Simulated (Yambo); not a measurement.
G0W0@LDA for KBr (rock salt, space group Fm-3m, No. 225) in Yambo (4×4×4 mesh, 8 Ry block, plasmon pole, screening fixed), without a terminator:

```json
[
 {"bands N in G": "42", "gap Γ → Γ (eV)": "6.910", "shift of the valence edge (eV)": "-1.358"},
 {"bands N in G": "76", "gap Γ → Γ (eV)": "7.039", "shift of the valence edge (eV)": "-1.630"},
 {"bands N in G": "125", "gap Γ → Γ (eV)": "7.107", "shift of the valence edge (eV)": "-1.760"}
]
```

Task: Extrapolate both columns to infinite N with E(N) = E∞ + A/N, test the form, and compare with the terminator.

Result: From two points, E∞ = (N2 E2 − N1 E1)/(N2 − N1). The two largest N give 7.21 eV for the gap and -1.96 eV for the shift; the two smallest give 7.20 eV and -1.97 eV. For the gap the slopes A are -12 and -13 eV: the 1/N form holds. For the shift the slopes A are 26 and 25 eV: the 1/N form holds. With the Bruneval-Gonze terminator and 125 bands the run gives 7.13 eV and -1.83 eV, 0.08 eV and 0.13 eV from the extrapolated values: the terminator too is an estimate of the remainder. Block, mesh and the bands in W are held fixed.

Spin-orbit coupling is not included.

Geometry relaxed with LDA; primitive cell a = b = c = 4.505 Å, α = β = γ = 60.00°.

A shift is the quasiparticle energy of the state minus its LDA energy.
